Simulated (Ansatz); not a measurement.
**Structure relaxation, Co**

The start is a generated cell, Co built in the omega structure type. The structure is fully relaxed (lattice and positions, P = 0) with r2SCAN (plane waves to 500 eV, PAW, scalar-relativistic; Ansatz, a quantum-chemistry and plane-wave program). The first steps use a coarse 9×9×13 k-mesh.

Input geometry:
```
CELL_PARAMETERS angstrom
      3.97112     0.00000     0.00000
     -1.98556     3.43909     0.00000
      0.00000     0.00000     2.41530
ATOMIC_POSITIONS crystal
  Co 0.00000 0.00000 0.00000
  Co 0.33333 0.66667 0.50000
  Co 0.66667 0.33333 0.50000
```
Spin-polarised start, with parallel moments on Co.

```yaml
initial_pressure: "-3.7 GPa (negative: the cell is under tension)"
outcome: The space group stays P6/mmm (No. 191) (the run could not lower it), with 3 atoms in the primitive magnetic cell
energy_released: under 0.01 eV/atom
band_gap_at_the_end: no gap (metallic)
optimiser_moves: 6
```

It ends as:

```cif
data_Co3
_chemical_formula_sum 'Co3'
_space_group_name_H-M_alt 'P6/mmm'
_space_group_IT_number 191
_space_group_name_Hall '-P 6 2'
_cell_length_a 3.93946
_cell_length_b 3.93946
_cell_length_c 2.40907
_cell_angle_alpha 90.000
_cell_angle_beta 90.000
_cell_angle_gamma 120.000
loop_
_atom_site_label
_atom_site_type_symbol
_atom_site_symmetry_multiplicity
_atom_site_Wyckoff_symbol
_atom_site_fract_x
_atom_site_fract_y
_atom_site_fract_z
_atom_site_occupancy
Co1 Co 1 a 0.00000 0.00000 0.00000 1
Co2 Co 2 d 0.33333 0.66667 0.50000 1
```

Final values are on a 14×14×19 k-mesh of the relaxed cell. Spin state reached: ferromagnetic (net 1.77 μB/atom), from parallel starting moments; other spin orders were not run from this start. r2SCAN tends to overstate moments in metals.

The run could not lose the symmetry of its start, so the end can be a saddle point.

All atoms sit on sites fixed by symmetry, so only the cell could relax.

The relaxed structure here is a generated cell of Co: the first start was made by placing the elements on the sites of a structure type, and the end was not matched to a known phase here, so it may be hypothetical. Known forms of Co include space group No. 194.
